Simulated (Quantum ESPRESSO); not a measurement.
Al3Mo2AuTiSc, different elements on one site, starting from this cell

Computed values, not a measurement. The program is pw.x of Quantum ESPRESSO 7.5 (plane-wave density functional theory). The cell is made up: eight metal atoms on a face-centred cubic lattice, with elements, volume, strain and displacements drawn at random and not relaxed, so it may be unstable or far from any real phase. PseudoDojo standard norm-conserving files set the functional (PBE unless stated); there is no spin polarisation or spin-orbit coupling, the Fermi-Dirac width of 0.25 eV means electrons at about 2900 K, and the masses in the input are unused placeholders. Heavy elements are run without spin-orbit coupling, which real alloys of them have. A spin test at this wide smearing found no moment, but such smearing suppresses magnetism that the real alloy may have.

The runs put different elements on site 5. Cell, positions, cutoff, mesh and smearing stay as in the input of run 1; sites are counted in its order. Stress in the tables is positive in tension.

Input of run 1:

```
&control calculation='scf', pseudo_dir='./dojo.nc.sr.pbe.v0_5.standard.upf', outdir='./o', disk_io='minimal', tprnfor=.true., tstress=.true. /
&system ibrav=0, nat=8, ntyp=5, nbnd=53, ecutwfc=87.97787729, nosym=.true., tot_charge=0,
 occupations='smearing', smearing='fd', degauss=0.0183746611
/
&electrons conv_thr=1.470e-08, electron_maxstep=70, mixing_beta=0.5 /
ATOMIC_SPECIES
Al 1.0 Al.upf
Au 1.0 Au.upf
Mo 1.0 Mo.upf
Sc 1.0 Sc.upf
Ti 1.0 Ti.upf
CELL_PARAMETERS angstrom
0.0464 4.1406 -0.0118
-4.1736 -0.0346 -4.1754
-4.0373 -0.0582 4.0391
ATOMIC_POSITIONS angstrom
Al 0.0074 -0.043 -0.0151
Mo -2.0377 -0.0331 2.0223
Au -2.0883 0.0372 -2.0866
Al -4.0963 -0.0664 -0.0736
Ti -2.0576 2.1 -0.071
Sc -4.0224 2.0401 1.9224
Mo -4.0985 2.0483 -2.1071
Al -6.159 2.008 -0.0752
K_POINTS automatic
6 4 4 1 1 1
```

| run | elements on sites 1 to 8 | -TS (eV) | pressure (GPa) | stress xx (GPa) | stress yy (GPa) | stress zz (GPa) | stress yz (GPa) | stress xz (GPa) | stress xy (GPa) | iterations |
| --- | --- | --- | --- | --- | --- | --- | --- | --- | --- | --- |
| 1 | Al Mo Au Al Ti Sc Mo Al | -1.400 | -5.57 | 2.82 | 7.03 | 6.86 | -0.30 | 2.36 | 1.59 | 14 |
| 2 | Al Mo Au Al Al Sc Mo Al | -1.119 | -6.96 | 5.70 | 8.00 | 7.19 | -0.44 | 2.15 | 1.54 | 15 |
| 3 | Al Mo Au Al Ga Sc Mo Al | -1.127 | -6.84 | 6.41 | 7.29 | 6.82 | -0.42 | 1.51 | 1.47 | 15 |
| 4 | Al Mo Au Al Rh Sc Mo Al | -1.330 | -9.62 | 10.32 | 9.77 | 8.76 | -0.57 | -0.81 | 1.30 | 15 |
| 5 | Al Mo Au Al In Sc Mo Al | -1.110 | -1.11 | 0.29 | 2.15 | 0.89 | -0.66 | 1.91 | 1.57 | 15 |

Forces Fx Fy Fz (eV/Å):

```
site              run 1              run 2              run 3              run 4              run 5
   1     0.06 0.36 0.63     0.17 0.35 0.58     0.25 0.34 0.58    -0.44 0.34 0.58     0.65 0.37 0.61
   2   1.17 -0.11 -0.32   0.99 -0.06 -0.15   1.00 -0.06 -0.08   1.48 -0.04 -0.37     0.96 0.05 0.54
   3   0.17 -0.18 -0.31   0.28 -0.15 -0.05   0.26 -0.14 -0.28   0.17 -0.17 -0.35   0.27 -0.16 -0.70
   4    0.16 0.31 -0.72    0.17 0.24 -0.63    0.07 0.22 -0.66    0.66 0.15 -0.89   -0.41 0.33 -0.64
   5    0.15 -0.26 0.52    0.05 -0.22 0.33    0.07 -0.18 0.43   -0.21 -0.09 0.47    0.48 -0.40 0.33
   6    0.12 -0.24 0.60    0.12 -0.28 0.49    0.10 -0.29 0.50    0.13 -0.28 0.70    0.01 -0.30 0.60
   7    -1.59 0.19 0.14    -1.53 0.19 0.05    -1.48 0.18 0.13    -1.49 0.15 0.38   -1.69 0.18 -0.10
   8  -0.24 -0.07 -0.54  -0.26 -0.07 -0.60  -0.26 -0.07 -0.61  -0.30 -0.06 -0.51  -0.27 -0.07 -0.63
```

Energies are left out, as each element's file has its own zero. A rerun of one cell of this series at a higher cutoff and on a denser mesh moved values by no more than 0.007 eV in energy, 0.08 GPa in stress and 0.004 eV/Å in force, and a second program with other atomic files agreed on that cell to 2 % rms in force and 0.5 GPa in pressure.